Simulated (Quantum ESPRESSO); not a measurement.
```cif
data_Ba2MgO6W
_chemical_formula_sum 'O6 Mg1 Ba2 W1'
_space_group_name_H-M_alt 'P 1'
_space_group_IT_number 1
_cell_length_a 5.82399
_cell_length_b 5.82399
_cell_length_c 5.82399
_cell_angle_alpha 60.000
_cell_angle_beta 60.000
_cell_angle_gamma 60.000
loop_
_space_group_symop_operation_xyz
  'x, y, z'
loop_
_atom_site_label
_atom_site_type_symbol
_atom_site_fract_x
_atom_site_fract_y
_atom_site_fract_z
_atom_site_occupancy
O1 O 0.76132 0.76132 0.23868 1
O2 O 0.23868 0.23868 0.76132 1
O3 O 0.23868 0.76132 0.76132 1
O4 O 0.76132 0.23868 0.23868 1
O5 O 0.76132 0.23868 0.76132 1
O6 O 0.23868 0.76132 0.23868 1
Mg1 Mg 0.50000 0.50000 0.50000 1
Ba1 Ba 0.75000 0.75000 0.75000 1
Ba2 Ba 0.25000 0.25000 0.25000 1
W1 W 0.00000 0.00000 0.00000 1
```

The geometry is that of Materials Project entry mp-18986, symmetrised and not relaxed again.

### Question
What does PBEsol (Quantum ESPRESSO, PseudoDojo norm-conserving, 84 Ry, scalar-relativistic) give for the electronic structure near the Fermi level?

### Answer
The PBEsol gap is indirect, 2.73 eV, from Γ to X; the smallest direct gap is 2.78 eV. Without spin-orbit coupling, band edges of such heavy elements can be off by tenths of an eV.
